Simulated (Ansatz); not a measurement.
This run works on a proposed trial structure, not on a known crystal.

Input and command of a plane-wave DFT calculation in Ansatz:

```yaml
crystal:
  lattice:
    - [6.87, 0.0, 0.0]
    - [0.0, 5.97, 0.0]
    - [0.0, 0.0, 5.71]
  atoms:
    - { symbol: Ge, position: [0.75, 0.33, 0.375] }
    - { symbol: Ge, position: [0.25, 0.33, 0.375] }
    - { symbol: Ge, position: [0.5, 0.17, 0.875] }
    - { symbol: Ge, position: [0.0, 0.17, 0.875] }
    - { symbol: Ge, position: [0.0, 0.83, 0.375] }
    - { symbol: Ge, position: [0.5, 0.83, 0.375] }
    - { symbol: Ge, position: [0.25, 0.67, 0.875] }
    - { symbol: Ge, position: [0.75, 0.67, 0.875] }
    - { symbol: B, position: [0.5, 0.17, 0.5] }
    - { symbol: B, position: [0.0, 0.83, 0.0] }
    - { symbol: C, position: [0.5, 0.85, 0.0] }
    - { symbol: C, position: [0.75, 0.33, 0.0] }
    - { symbol: C, position: [0.25, 0.33, 0.0] }
    - { symbol: C, position: [0.0, 0.15, 0.5] }
    - { symbol: C, position: [0.75, 0.67, 0.5] }
    - { symbol: C, position: [0.25, 0.67, 0.5] }
basis:
  ecutwfc: 420
kpoints:
  mp_grid: { grid: [3, 3, 3] }
hamiltonian:
  xc: pbe
scf:
  occupations: { method: gaussian, width: 0.2 }
  lower_state_search: "off"
output:
  forces: true
  stress: true
  eigenvalues: true
relax:
  adjacent_minimum: "off"
  f_tol: 0.08
  max_steps: 16
  cell: { stress_tol: 0.8 }
```

```bash
ansatz run input.yaml --threads 1 --pin off --max-ram 2560MiB --backend cpu --events-out ev --progress --plain --runs-dir out
```

Processor: AMD EPYC 7R43 64-Core Processor (Zen 3), 1 thread, on a host shared with other jobs.

How long does it run, and how much memory does it take?

About 120 s, peak memory 0.58 GiB. It solves 87 bands at 8 k points (after reduction by symmetry) with about 4001 plane waves (on the last cell), in 33 SCF iterations over 5 ionic steps.
